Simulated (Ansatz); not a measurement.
# Structure relaxation, AlNi

The start is a generated trial cell of AlNi in the AFLOW prototype AB_oF8_69_a_b (B24, as in TlF). The structure is fully relaxed (lattice and positions, P = 0) with PBE (plane waves to 420 eV, PAW, scalar-relativistic; Ansatz, an electronic-structure program). The first steps use a coarse 12×12×12 k-mesh.

The start:
```
CELL_PARAMETERS angstrom
      0.00000     2.28460     2.52782
      2.15364     0.00000     2.52782
      2.15364     2.28460     0.00000
ATOMIC_POSITIONS crystal
  Al 0.00000 0.00000 0.00000
  Ni 0.50000 0.50000 0.50000
```
Spin-polarised start, with parallel moments on Ni.

| Item | Result |
|---|---|
| Outcome | The space group goes from Fmmm (No. 69) to Fm-3m (No. 225); the end is rock salt type, with 2 atoms in the primitive cell |
| Energy released | 0.27 eV/atom |
| Shortest distances (start → end) | The closest pairs of elements (up to four, under 3.6 Å), start → end: Al–Ni 2.15 → 2.43 Å; Al–Al 3.14 → 3.43 Å; Ni–Ni 3.14 → 3.43 Å |
| Band gap at the end | zero (metallic) |
| Moments at the end | zero (the starting moments vanished) |
| Optimiser moves | 6 |

Relaxed structure:

Space group Fm-3m (No. 225); a = b = c = 4.8572 Å, α = β = γ = 90.00°

```json
[
 {"atom": "Al", "site": "4a", "symmetry": "m-3m", "x": "0.0000", "y": "0.0000", "z": "0.0000"},
 {"atom": "Ni", "site": "4b", "symmetry": "m-3m", "x": "0.5000", "y": "0.5000", "z": "0.5000"}
]
```
(The calculation used a cell of 2 atoms; values per cell refer to that cell.)

Final values are on a 17×17×17 k-mesh of the relaxed cell. No spin polarisation in the result: the starting moments vanished. A magnetic state may lie lower.

The run could not lose the symmetry of its start, so the end can be a saddle point.

All atoms sit on sites fixed by symmetry, so only the cell could relax.

The relaxed structure here is a generated cell of AlNi: the first start was made by placing the elements on the sites of a structure type, and the end was not matched to a known phase here, so it may be hypothetical. Known forms of AlNi include space group No. 221.
